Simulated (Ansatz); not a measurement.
The following input was run with Ansatz 0.2.0.

```yaml
crystal:
  lattice:
    - [4.4720752262, 0.0, 0.0]
    - [0.0, 4.4720752262, 0.0]
    - [0.0, 0.0, 4.4720752262]
  atoms:
    - { symbol: Mn, position: [0.1364058573, 0.1364058573, 0.1364058573], spin: 1.09 }
    - { symbol: Mn, position: [0.3635941427, 0.8635941427, 0.6364058573], spin: 1.09 }
    - { symbol: Mn, position: [0.6364058573, 0.3635941427, 0.8635941427], spin: 1.09 }
    - { symbol: Mn, position: [0.8635941427, 0.6364058573, 0.3635941427], spin: 1.09 }
    - { symbol: Si, position: [0.8451873512, 0.8451873512, 0.8451873512] }
    - { symbol: Si, position: [0.6548126488, 0.1548126488, 0.3451873512] }
    - { symbol: Si, position: [0.3451873512, 0.6548126488, 0.1548126488] }
    - { symbol: Si, position: [0.1548126488, 0.3451873512, 0.6548126488] }
basis:
  ecutwfc: 420
kpoints:
  mp_grid: { grid: [8, 8, 8] }
hamiltonian:
  xc: pbe
scf:
  occupations: { method: gaussian, width: 0.1 }
output:
  forces: true
  stress: true
  eigenvalues: true
  populations: true
magnetization:
  spin_polarized: true
relax:
  adjacent_minimum: "off"
  f_tol: 0.01
  max_steps: 30
```

Run as
```bash
ansatz run input.yaml --threads 2 --pin off --max-ram 5120MiB --backend cpu --events-out ev --progress --plain --runs-dir out
```

All numbers below come from Ansatz, DFT PBE, scalar-relativistic, plane waves, PAW.

Abridged output:

```
Warning: output.stress: scf.convergence.dr2_threshold = 1e-7 eV (the SCF's general default) is looser than the 8e-10 eV advised for a printed stress (1e-10 eV for each atom of the cell: 8). ...
Pseudopotentials: kind: paw
Pseudopotential: Mn, paw, valence charge 15, recommended cutoff 420 eV (normal)
Pseudopotential: Si, paw, valence charge 4, recommended cutoff 420 eV (normal)
Functional definition: PBE
Crystal: 8 atoms, lattice volume = 89.439 Å³
Basis set: ecut = 420 eV, 1743 PW (Γ), exchange–correlation on 60×60×60 points (8 copies of the dense FFT grid, shifted against one another)
Bands: 49, of which v1, the nominal top of the filled ones, is band 38 counted from 1 (37 counted from 0)
Symmetry: 12 space group operations
Space group: P213 (ITA 198), of the structure as read, at distance tolerance 4.5e-5 Å
Magnetic group: BNS 198.9 (UNI 1511), of the structure as read, at distance tolerance 4.5e-5 Å
k-points: 45 of 512 (time reversal used)
Initial density: superposition of atomic densities (chi_scale 0.1, normalization cell)
Starting moments: Σ|m| = 4.36 μB on 4 of 8 sites
Initial wavefunctions: pseudopotential atomic-orbital guess
Functional: x = pbe(κ = 0.804, μ = 0.21951497), c = pbe(β = 0.06672455)
SCF iter   1: F=—  HF=-18140.151847 eV  |F-HF|=—  |Δ(HF+E_count)|=         —  Δρ=5.82e-2 (↑5.82e-2 ↓4.88e-2) dr2=6.98e0  dr2_m=1.76e-1  M=3.688 μB ∫|m|=4.046 μB  β_m=0.30  ethr=3.10e-3  ⟨swp⟩=6.7  Hψ=16909  notcnv=0  defer=8
Mixer restart at iter 1: flushing history
spin=Collinear: Kerker preconditioning applied to the charge; magnetization (m = ρ↑ − ρ↓) channel mixes plain (no charge-response kernel on spin).
SCF iter   2: F=—  HF=-18136.598535 eV  |F-HF|=—  |Δ(HF+E_count)|=    3.55e0  Δρ=2.41e-2 (↑2.41e-2 ↓2.03e-2) dr2=9.48e-1  dr2_m=1.21e-1  M=3.882 μB ∫|m|=4.271 μB  β_m=0.34  ethr=3.10e-3  ⟨swp⟩=3.4  Hψ=8456  notcnv=0  defer=403
SCF iter   3: F=—  HF=-18138.818237 eV  |F-HF|=—  |Δ(HF+E_count)|=    2.22e0  Δρ=2.00e-2 (↑2.00e-2 ↓1.46e-2) dr2=9.04e-1  dr2_m=6.65e-2  M=3.912 μB ∫|m|=4.340 μB  β_m=0.67  ethr=1.25e-3  ⟨swp⟩=2.0  Hψ=4948  notcnv=0  defer=403
SCF iter   4: F=—  HF=-18142.321776 eV  |F-HF|=—  |Δ(HF+E_count)|=    3.50e0  Δρ=7.81e-3 (↑7.81e-3 ↓7.67e-3) dr2=3.74e-1  dr2_m=4.30e-4  M=3.826 μB ∫|m|=4.365 μB  β_m=0.84  ethr=1.19e-3  ⟨swp⟩=3.0  Hψ=7514  notcnv=0  defer=403
SCF iter   5: F=—  HF=-18142.213092 eV  |F-HF|=—  |Δ(HF+E_count)|=   1.09e-1  Δρ=7.66e-3 (↑7.66e-3 ↓6.23e-3) dr2=1.37e-1  dr2_m=4.92e-4  M=3.763 μB ∫|m|=4.310 μB  β_m=0.92  ethr=4.92e-4  ⟨swp⟩=2.2  Hψ=7743  notcnv=0  defer=383
SCF iter   6: F=—  HF=-18142.247628 eV  |F-HF|=—  |Δ(HF+E_count)|=         —  Δρ=4.10e-3 (↑4.10e-3 ↓2.93e-3) dr2=3.98e-2  dr2_m=3.21e-4  M=3.783 μB ∫|m|=4.325 μB  β_m=0.92  ethr=1.80e-4  ⟨swp⟩=2.0  Hψ=5951  notcnv=0  defer=383
Mixer restart at iter 6: flushing history
SCF iter   7: F=—  HF=-18142.257059 eV  |F-HF|=—  |Δ(HF+E_count)|=   9.43e-3  Δρ=5.58e-3 (↑5.58e-3 ↓3.38e-3) dr2=4.76e-2  dr2_m=1.07e-3  M=3.824 μB ∫|m|=4.370 μB  β_m=0.66  ethr=5.24e-5  ⟨swp⟩=2.0  Hψ=8077  notcnv=0  defer=383
SCF iter   8: F=—  HF=-18142.246219 eV  |F-HF|=—  |Δ(HF+E_count)|=   1.08e-2  Δρ=1.30e-3 (↑1.30e-3 ↓6.75e-4) dr2=1.86e-3  dr2_m=9.21e-5  M=3.808 μB ∫|m|=4.352 μB  β_m=0.83  ethr=5.24e-5  ⟨swp⟩=2.0  Hψ=6555  notcnv=0  defer=385
SCF iter   9: F=—  HF=-18142.245902 eV  |F-HF|=—  |Δ(HF+E_count)|=   3.17e-4  Δρ=5.51e-4 (↑5.51e-4 ↓3.57e-4) dr2=4.95e-4  dr2_m=8.30e-6  M=3.806 μB ∫|m|=4.350 μB  β_m=0.92  ethr=2.45e-6  ⟨swp⟩=2.1  Hψ=5849  notcnv=0  defer=385
SCF iter  10: F=—  HF=-18142.245868 eV  |F-HF|=—  |Δ(HF+E_count)|=   3.42e-5  Δρ=4.13e-5 (↑4.13e-5 ↓2.88e-5) dr2=2.62e-6  dr2_m=3.73e-8  M=3.804 μB ∫|m|=4.348 μB  β_m=0.96  ethr=6.51e-7  ⟨swp⟩=2.0  Hψ=5728  notcnv=0  defer=385
SCF iter  11: F=—  HF=-18142.245868 eV  |F-HF|=—  |Δ(HF+E_count)|=   3.57e-7  Δρ=4.15e-6 (↑2.37e-6 ↓4.15e-6) dr2=2.85e-8  dr2_m=1.22e-9  M=3.803 μB ∫|m|=4.347 μB  β_m=0.98  ethr=3.45e-9  ⟨swp⟩=2.8  Hψ=7846  notcnv=0  defer=385
SCF iter  12: F=-18142.245868 eV  HF=-18142.245868 eV  |F-HF|=1.40e-8  |Δ(HF+E_count)|=   1.21e-8  Δρ=2.59e-6 (↑1.89e-6 ↓2.59e-6) dr2=1.68e-8  dr2_m=1.18e-10  M=3.803 μB ∫|m|=4.347 μB  ethr=3.75e-11  ⟨swp⟩=8.4  Hψ=16082  notcnv=0
SCF 1 converged in 12 iterations: F = -18142.245868 eV  dr2 = 1.68e-8
relax step   1: F+E_penalty+E_count = -18142.24586836 eV  Δ(F+E_penalty+E_count) = +0.000e0 eV  max|allowed force component| = 6.859e-2 eV/Å  Δτ_max = 0.0000 Å  (12 SCF iters, dr2 threshold 2.50e-6 eV, accepted)
Initial density: handed on by an earlier stage of this run
Starting moments: Σ|m| = 4.36 μB on 4 of 8 sites; this step starts from the density that it was given
Initial wavefunctions: those handed on with the density
SCF iter   1: F=—  HF=-18142.247210 eV  |F-HF|=—  |Δ(HF+E_count)|=         —  Δρ=6.19e-4 (↑6.19e-4 ↓4.45e-4) dr2=2.22e-4  dr2_m=1.09e-4  M=3.802 μB ∫|m|=4.347 μB  β_m=0.65  ethr=2.95e-7  ⟨swp⟩=2.1  Hψ=12521  notcnv=0  defer=205
spin=Collinear: Kerker preconditioning applied to the charge; magnetization (m = ρ↑ − ρ↓) channel mixes plain (no charge-response kernel on spin).
SCF iter   2: F=—  HF=-18142.247248 eV  |F-HF|=—  |Δ(HF+E_count)|=   3.83e-5  Δρ=2.58e-4 (↑2.58e-4 ↓1.52e-4) dr2=4.54e-5  dr2_m=1.59e-5  M=3.801 μB ∫|m|=4.346 μB  β_m=0.63  ethr=2.92e-7  ⟨swp⟩=2.7  Hψ=7622  notcnv=0  defer=205
SCF iter   3: F=—  HF=-18142.247270 eV  |F-HF|=—  |Δ(HF+E_count)|=   2.19e-5  Δρ=9.81e-5 (↑9.81e-5 ↓4.57e-5) dr2=9.56e-6  dr2_m=1.15e-6  M=3.802 μB ∫|m|=4.347 μB  β_m=0.56  ethr=5.98e-8  ⟨swp⟩=2.1  Hψ=7649  notcnv=0  defer=205
SCF iter   4: F=—  HF=-18142.247266 eV  |F-HF|=—  |Δ(HF+E_count)|=   4.70e-6  Δρ=2.62e-5 (↑1.42e-5 ↓2.62e-5) dr2=1.25e-6  dr2_m=7.59e-8  M=3.802 μB ∫|m|=4.347 μB  β_m=0.69  ethr=1.26e-8  ⟨swp⟩=3.0  Hψ=8208  notcnv=0  defer=205
SCF iter   5: F=—  HF=-18142.247266 eV  |F-HF|=—  |Δ(HF+E_count)|=   8.72e-7  Δρ=1.00e-5 (↑5.05e-6 ↓1.00e-5) dr2=1.38e-7  dr2_m=3.18e-8  M=3.802 μB ∫|m|=4.347 μB  β_m=0.85  ethr=1.64e-9  ⟨swp⟩=2.0  Hψ=6405  notcnv=0  defer=205
SCF iter   6: F=-18142.247266 eV  HF=-18142.247267 eV  |F-HF|=7.77e-8  |Δ(HF+E_count)|=   1.02e-7  Δρ=6.35e-6 (↑6.35e-6 ↓4.34e-6) dr2=8.58e-8  dr2_m=9.02e-10  M=3.802 μB ∫|m|=4.348 μB  ethr=1.82e-10  ⟨swp⟩=6.9  Hψ=17493  notcnv=0
SCF 2 converged in 6 iterations: F = -18142.247266 eV  dr2 = 8.58e-8
relax step   2: F+E_penalty+E_count = -18142.24726650 eV  Δ(F+E_penalty+E_count) = -1.398e-3 eV  max|allowed force component| = 3.148e-2 eV/Å  Δτ_max = 0.0037 Å  (6 SCF iters, dr2 threshold 2.94e-7 eV, accepted)
SCF iter   1: F=—  HF=-18142.247634 eV  |F-HF|=—  |Δ(HF+E_count)|=         —  Δρ=5.40e-4 (↑5.40e-4 ↓3.97e-4) dr2=1.77e-4  dr2_m=8.43e-5  M=3.800 μB ∫|m|=4.346 μB  β_m=0.65  ethr=2.52e-6  ⟨swp⟩=2.0  Hψ=7872  notcnv=0  defer=140
spin=Collinear: Kerker preconditioning applied to the charge; magnetization (m = ρ↑ − ρ↓) channel mixes plain (no charge-response kernel on spin).
SCF iter   2: F=—  HF=-18142.247673 eV  |F-HF|=—  |Δ(HF+E_count)|=   3.85e-5  Δρ=2.30e-4 (↑2.30e-4 ↓1.33e-4) dr2=3.73e-5  dr2_m=1.24e-5  M=3.800 μB ∫|m|=4.346 μB  β_m=0.63  ethr=2.32e-7  ⟨swp⟩=2.7  Hψ=8494  notcnv=0  defer=144
SCF iter   3: F=—  HF=-18142.247689 eV  |F-HF|=—  |Δ(HF+E_count)|=   1.65e-5  Δρ=8.75e-5 (↑8.75e-5 ↓4.39e-5) dr2=8.17e-6  dr2_m=8.38e-7  M=3.801 μB ∫|m|=4.347 μB  β_m=0.56  ethr=4.90e-8  ⟨swp⟩=2.2  Hψ=7646  notcnv=0  defer=142
SCF iter   4: F=—  HF=-18142.247685 eV  |F-HF|=—  |Δ(HF+E_count)|=   3.88e-6  Δρ=2.24e-5 (↑1.31e-5 ↓2.24e-5) dr2=9.79e-7  dr2_m=5.11e-8  M=3.800 μB ∫|m|=4.346 μB  β_m=0.68  ethr=1.08e-8  ⟨swp⟩=3.0  Hψ=8203  notcnv=0  defer=141
SCF iter   5: F=—  HF=-18142.247686 eV  |F-HF|=—  |Δ(HF+E_count)|=   5.96e-7  Δρ=8.62e-6 (↑4.35e-6 ↓8.62e-6) dr2=1.12e-7  dr2_m=2.19e-8  M=3.801 μB ∫|m|=4.347 μB  β_m=0.84  ethr=1.29e-9  ⟨swp⟩=2.0  Hψ=6404  notcnv=0  defer=141
SCF iter   6: F=—  HF=-18142.247686 eV  |F-HF|=—  |Δ(HF+E_count)|=   6.40e-8  Δρ=4.25e-6 (↑4.25e-6 ↓9.99e-7) dr2=1.39e-8  dr2_m=2.79e-9  M=3.801 μB ∫|m|=4.347 μB  β_m=0.92  ethr=1.48e-10  ⟨swp⟩=2.0  Hψ=6452  notcnv=0  defer=141
SCF iter   7: F=-18142.247686 eV  HF=-18142.247686 eV  |F-HF|=4.80e-9  |Δ(HF+E_count)|=   2.35e-9  Δρ=1.39e-6 (↑1.39e-6 ↓1.04e-6) dr2=5.02e-9  dr2_m=2.75e-11  M=3.801 μB ∫|m|=4.347 μB  ethr=1.83e-11  ⟨swp⟩=6.8  Hψ=15755  notcnv=0
SCF 3 converged in 7 iterations: F = -18142.247686 eV  dr2 = 5.02e-9
relax step   3: F+E_penalty+E_count = -18142.24768603 eV  Δ(F+E_penalty+E_count) = -4.195e-4 eV  max|allowed force component| = 3.349e-4 eV/Å  Δτ_max = 0.0032 Å  (7 SCF iters, accepted)
an SCF from ferrimagnetic starting moments (-2.00, 2.00, 2.00, 2.00, 0.00, 0.00, 0.00, 0.00 Bohr magnetons, atom by atom) was not made, so that it is not known whether that order lies lower: the deck asks for what bars it, or types moments that do (magnetization.spin_polarized, in the input reference, names some of the keys), or the run goes by scf.lower_state_search: light, the default, which as a rule tries one only behind a close that has lost an order of both signs, or on which an open d or half-filled 4f shell of a PAW file has lost a moment that was set nearer to Hund's than to what is left; or, under a Hubbard U, one that names an f shell that the input leaves bare beside given moment ...
SCF converged after 7 iterations
Magnetization: 3.8008 μB (39.9004 up, 36.0996 down)
Absolute magnetization: 4.3472 μB (∫|ρ↑−ρ↓|, with the PAW one-centre terms)
Spin contamination: 0.0603 ħ² per cell (⟨S²⟩ above its minimum at these occupations)
Per-site moments (μB) at R_I (Å): [(0.94923691, 0.93220523), (0.94923691, 0.93220523), (0.94923691, 0.93220523), (0.94923691, 0.93220523), (-0.03407932, 0.93220523), (-0.03407932, 0.93220523), (-0.03407932, 0.93220523), (-0.03407932, 0.93220523)]
Free energy (F): -18142.247686 eV
Harris-Foulkes:  -18142.247686 eV  (|F-HF|=4.80e-9)
Internal energy: -18142.226135 eV  (E = F + TS)
E sigma→0 (E₀):  -18142.236911 eV
Entropy (-TS):   -0.021551 eV (-2.694 meV/atom)
Fermi energy:    16.645529 eV
--- Per-component energies (eV) ---
  E_band       = -677.462008
  E_kinetic    = 1427.030703
  E_local      = -8419.330231  (includes V_loc(G=0)·N_el)
  E_nonlocal   = 1051.826959
  E_hartree    = 3627.453840
  E_xc         = -695.160442
  E_vxc        = -795.757602  (∫ρ·V_xc dr)
  E_paw        = -7245.127551  (= ΣΔE_a)
  E_vpaw       = -1196.130937  (= ΣTr[D̂ρ^β])
  E_aug_tail   = -0.000013  (compensation charges beyond the density's cutoff)
  E_ewald      = -7888.919400
  E_smearing   = -0.021551  (= −TS)
--- Forces (eV/Å), atoms counted from 1 ---
  atom   1  Mn    -0.00003750    -0.00003750    -0.00003750
  atom   2  Mn     0.00003750     0.00003750    -0.00003750
  atom   3  Mn    -0.00003750     0.00003750     0.00003750
  atom   4  Mn     0.00003750    -0.00003750     0.00003750
  atom   5  Si     0.00033488     0.00033488     0.00033488
  atom   6  Si    -0.00033488    -0.00033488     0.00033488
  atom   7  Si     0.00033488    -0.00033488    -0.00033488
  atom   8  Si    -0.00033488     0.00033488    -0.00033488
--- Stress (GPa, compression-positive) ---
        6.702202       0.000000       0.000000
        0.000000       6.702202       0.000000
        0.000000       0.000000       6.702202
  P = ⅓ Tr σ = 6.7022 GPa (67.022 kbar)
--- Band table (eV; the first three rows and the last of 90) ---
  k-point 0 ↑: bands = ["-62.8296", "-62.7990", "-62.7990", "-62.7990", "-31.6964", "-31.6964", "-31.6964", "-31.6131", "-31.6131", "-31.6098", "-31.6098", "-31.6098", "-31.5166", "-31.5166", "-31.5166", "-31.4506", "3.5313", "8.6897", "8.6897", "8.6897", "11.6274", "11.6274", "11.6274", "13.0023", "13.0023", "13.0023", "13.5643", "13.8434", "13.8434", "14.1249", "14.1249", "14.1249", "14.6769", "14.6769", "14.6769", "16.3100", "16.3100", "16.3100", "16.3838", "16.3838", "17.5157", "17.5157", "17.5157", "19.8291", "19.8291", "19.8291", "20.5323", "20.5323", "21.0030"]
  k-point 1 ↑: bands = ["-62.8287", "-62.8026", "-62.7988", "-62.7967", "-31.7094", "-31.6997", "-31.6805", "-31.6200", "-31.6177", "-31.6099", "-31.6076", "-31.5987", "-31.5185", "-31.5173", "-31.5131", "-31.4530", "3.6476", "7.9794", "8.7516", "9.2371", "11.1469", "11.7016", "12.1228", "12.4475", "12.7661", "13.5399", "13.6082", "13.8435", "13.9478", "14.1087", "14.1397", "14.1680", "14.5313", "14.6723", "14.8901", "16.1440", "16.1516", "16.3540", "16.3876", "16.5472", "17.2986", "17.4732", "17.8124", "19.4156", "19.6332", "19.8965", "20.0401", "20.6962", "21.1730"]
  k-point 2 ↑: bands = ["-62.8262", "-62.8071", "-62.7980", "-62.7955", "-31.7182", "-31.7072", "-31.6634", "-31.6269", "-31.6246", "-31.6085", "-31.6022", "-31.5899", "-31.5196", "-31.5189", "-31.5067", "-31.4601", "3.9916", "7.1027", "8.9335", "9.6800", "10.7948", "11.8435", "12.0000", "12.3685", "12.6335", "13.3095", "13.9095", "14.0018", "14.0788", "14.1134", "14.2087", "14.2216", "14.6040", "14.6255", "15.0110", "15.8315", "16.0541", "16.2606", "16.4069", "16.6844", "17.1063", "17.3504", "18.2575", "19.1153", "19.2813", "19.5005", "19.8559", "20.9732", "21.4614"]
  k-point 44 ↓: bands = ["-61.7207", "-61.7207", "-61.7207", "-61.7207", "-30.7119", "-30.7119", "-30.7119", "-30.7119", "-30.5015", "-30.5015", "-30.5015", "-30.5015", "-30.3905", "-30.3905", "-30.3905", "-30.3905", "7.5796", "7.5796", "7.5796", "7.5796", "10.3744", "10.3744", "10.3744", "10.3744", "14.3713", "14.3713", "14.3713", "14.3713", "14.6657", "14.6657", "14.6657", "14.6657", "16.6887", "16.6887", "16.6887", "16.6887", "16.8625", "16.8625", "16.8625", "16.8625", "17.9634", "17.9634", "17.9634", "17.9634", "22.2453", "22.2453", "22.2453", "22.2453", "23.0641"]
--- Relaxed structure (3 steps of the walk, 3 accepted, 0 SCFs on fresh bases) ---
  F+E_penalty+E_count = -18142.24768603 eV   max|allowed force component| = 3.349e-4 eV/Å
  atoms:
    - { symbol: Mn, position: [0.13729289, 0.13729289, 0.13729289] }
    - { symbol: Mn, position: [0.36270710, 0.86270710, 0.63729289] }
    - { symbol: Mn, position: [0.63729289, 0.36270710, 0.86270710] }
    - { symbol: Mn, position: [0.86270710, 0.63729289, 0.36270710] }
    - { symbol: Si, position: [0.84553819, 0.84553819, 0.84553819] }
    - { symbol: Si, position: [0.65446180, 0.15446180, 0.34553819] }
    - { symbol: Si, position: [0.34553819, 0.65446180, 0.15446180] }
    - { symbol: Si, position: [0.15446180, 0.34553819, 0.65446180] }
--- Löwdin populations: 8 sites ---
  site symbol q [e]    m [muB]
     0     Mn     14.6997     1.0382
     1     Mn     14.6997     1.0382
     2     Mn     14.6997     1.0382
     3     Mn     14.6997     1.0382
     4     Si      4.0625    -0.0875
     5     Si      4.0625    -0.0875
     6     Si      4.0625    -0.0875
     7     Si      4.0625    -0.0875
  spilling = 0.012515 (of n_electrons = 76.000000)
```

The relaxation met its thresholds.

It took 2.3 min on 2 threads of Intel(R) Xeon(R) Processor @ 2.50GHz (Skylake/Cascade Lake) (shared host), peak memory 0.6 GiB.

Only parallel moments were tried here.